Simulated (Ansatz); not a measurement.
**Review of an SCF result for Ni**

We look at Ni: a measured crystal structure (space group Fm-3m, primitive cell doubled), with 2 atoms per cell. Source: COD entry 9012987, which need not be the ambient phase.

All numbers below come from DFT, PBE, PAW, plane waves, scalar-relativistic in Ansatz.

```yaml
crystal:
  lattice:
    - [0.0, -1.7678, -1.7678]
    - [-3.5356, -1.7678, -1.7678]
    - [0.0, 1.7678, -1.7678]
  atoms:
    - { symbol: Ni, position: [0.0, 0.0, 0.0], spin: 2.0 }
    - { symbol: Ni, position: [0.0, 0.5, 0.5], spin: -2.0 }
magnetization:
  spin_polarized: true
hamiltonian:
  xc: pbe
  pseudopotentials: { kind: paw }
basis:
  ecutwfc: 420
kpoints:
  mp_grid: { grid: [15, 9, 12] }
scf:
  occupations: { method: fermi_dirac, width: 0.1 }
  lower_state_search: "off"
output:
  forces: true
  stress: true
  write_density: true
  write_potential: true
  elf: true
  volumetric_format: npy
```

The run was started with:
```sh
ansatz run input.yaml --threads 2 --pin off --max-ram 5120MiB --backend cpu --events-out ev --progress --plain --runs-dir out
```

Wall time and machine: 20 s on 2 threads of Arm Neoverse V1, with other jobs on the host, peak memory 0.58 GiB.

The end of the output:

```
SCF converged after 14 iterations
Magnetization: 0.0000 μB (18.0000 up, 18.0000 down)
Absolute magnetization: 0.0000 μB (∫|ρ↑−ρ↓|, with the PAW one-centre terms)
Spin contamination: 0.0000 ħ² per cell (⟨S²⟩ above its minimum at these occupations)
Per-site moments (μB) at R_I (Å): [(1.8079e-6, 1.0312), (-1.8079e-6, 1.0312)]
Free energy (F): -11679.423094 eV
Harris-Foulkes:  -11679.423094 eV  (|F-HF|=4.98e-10)
Internal energy: -11679.246945 eV  (E = F + TS)
E sigma→0 (E₀):  -11679.335020 eV
Entropy (-TS):   -0.176149 eV (-88.074 meV/atom)
Fermi energy:    17.666523 eV
--- Forces (eV/Å), atoms counted from 1 ---
  atom   1  Ni     0.00000000    -0.00000000     0.00000000
  atom   2  Ni     0.00000000    -0.00000000     0.00000000
--- Stress (GPa, compression-positive) ---
       -3.318369      -0.005359      -0.005359
       -0.005359      -3.454729       0.041773
       -0.005359       0.041773      -3.454729
  P = ⅓ Tr σ = -3.4093 GPa (-34.093 kbar)
```

The mesh has less symmetry than the lattice, which lowers the symmetry of the run.

A small moment in a metal is sensitive to the mesh and the smearing.

Site moments are taken inside atomic spheres and don't add up to the total.

**Question.** Would you trust this as the ground state? If a lower solution is known, describe it.

**Answer.** No. A state 35.8 meV/atom (0.072 eV per cell) lower exists in this cell: ferromagnetic, site moments Ni1 0.68, Ni2 0.68 μB, total 1.27 μB per cell, no gap on the k-mesh. It was reached from: parallel moments, default search for lower states [Ni1 2.00, Ni2 2.00 μB]; parallel moments scaled by 0.1, plain SCF [Ni1 0.20, Ni2 0.20 μB]. The wrong state matters: the pressure is -2.4 GPa there against -3.4 GPa here. This multiple of the primitive cell fits some opposed orders; other multiples fit others. Orders that need a larger cell or non-collinear spins weren't tried.
